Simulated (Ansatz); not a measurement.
ZnS (zinc blende)

Space group F-43m (No. 216); a = 5.3569 Å, b = 5.3569 Å, c = 5.3569 Å, α = 90.00°, β = 90.00°, γ = 90.00°

| atom | site | symmetry | x | y | z |
|---|---|---|---|---|---|
| S | 4c | -43m | 0.2500 | 0.2500 | 0.2500 |
| Zn | 4a | -43m | 0.0000 | 0.0000 | 0.0000 |
(The calculation used a cell of 2 atoms; values per cell refer to that cell.)

Two coordinates are scanned: the volume, and the ratio of the stretch along z (the conventional c axis) to the stretch across it. Atoms keep their fractional coordinates.

Calculation: PBEsol (plane waves to 420 eV, PAW, scalar-relativistic; Ansatz, an electronic-structure program). k mesh 11×11×11 (Γ-centred), Fermi-Dirac smearing 0.05 eV. E stands for the smeared free energy. Stress and pressure are positive under compression. The PAW data are Ansatz's earlier set. ZnS was relaxed with its symmetry unable to fall. The zero of ΔE is the relaxed starting cell.

ΔE (kJ/mol of atoms), with V/V₀ across and (c/a)/(c/a)₀ down:

| (c/a)/(c/a)₀ \ V/V₀ | 0.960 | 0.980 | 1.000 | 1.020 | 1.040 |
|---|---|---|---|---|---|
| 0.920 | 1.70 | 1.16 | 1.02 | 1.24 | 1.78 |
| 0.960 | 1.02 | 0.43 | 0.26 | 0.45 | 0.96 |
| 1.000 | 0.78 | 0.19 | 0.00 | 0.18 | 0.68 |
| 1.040 | 1.02 | 0.44 | 0.26 | 0.45 | 0.96 |
| 1.080 | 1.77 | 1.21 | 1.06 | 1.28 | 1.81 |

σzz (GPa), with V/V₀ across and (c/a)/(c/a)₀ down:

| (c/a)/(c/a)₀ \ V/V₀ | 0.960 | 0.980 | 1.000 | 1.020 | 1.040 |
|---|---|---|---|---|---|
| 0.920 | 5.16 | 3.38 | 1.79 | 0.36 | -0.92 |
| 0.960 | 4.47 | 2.64 | 1.01 | -0.46 | -1.78 |
| 1.000 | 3.52 | 1.66 | -0.01 | -1.50 | -2.84 |
| 1.040 | 2.32 | 0.44 | -1.24 | -2.75 | -4.10 |
| 1.080 | 0.91 | -0.98 | -2.67 | -4.17 | -5.52 |

Derived quantities:

The shear modulus C′ = (C11 − C12)/2 (fit, atoms clamped) comes out as 21 GPa. Lowest place on the grid: V/V₀ = 1.000, (c/a)/(c/a)₀ = 1.000 (0.0 meV/atom). Highest place on the grid: V/V₀ = 1.040, (c/a)/(c/a)₀ = 1.080 (18.8 meV/atom).

(Under strain, the slope of the energy per volume gives the stress and its curvature an elastic modulus.)
